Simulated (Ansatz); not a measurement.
Method: DFT PBE, scalar-relativistic, plane waves, PAW in Ansatz 0.2.0. The final run on the 3-atom cell used 420 eV, a Γ-centred 12×12×8 mesh, 0.10 eV smearing and no spin polarisation.

Formation energies are uncorrected and refer to the elements' standard structures at the same level.

Task: Find a candidate trigonal metal made of La and Os, with a formation energy near −0.06 eV/atom and about 34 Å³ per atom, in a cell of 3 atoms. Its symmetry should be P-3m1 (No. 164).

Result: La₂Os, space group P-3m1 (No. 164). Around La lie 3 Os at 2.86 Å, 3 La at 3.82 Å and 9 La at 4.26–4.35 Å; around Os lie 6 La at 2.86 Å.

```xyz
3
Lattice="4.2561 0.0000 0.0000 -2.1280 3.6859 0.0000 0.0000 0.0000 6.5150" Properties=species:S:1:pos:R:3 pbc="T T T"
La    0.0000    2.4573    1.4599
La    2.1280    1.2286    5.0551
Os    0.0000    0.0000    0.0000
```

The volume per atom is 34.07 Å³ and the density is 7.60 g/cm³. The energy over the elements is −0.06 eV/atom and the gap on the 12×12×8 mesh of the 3-atom cell is 0 eV (a metal).

It was reached by relaxing an invented guess, and it needn't be the stable form of this composition. Other answers may fit too; this one was computed.

These runs have no spin–orbit coupling, which can matter for Os. A later test with randomly moved atoms came back to the same energy, though modes that don't fit the test's cell weren't probed.
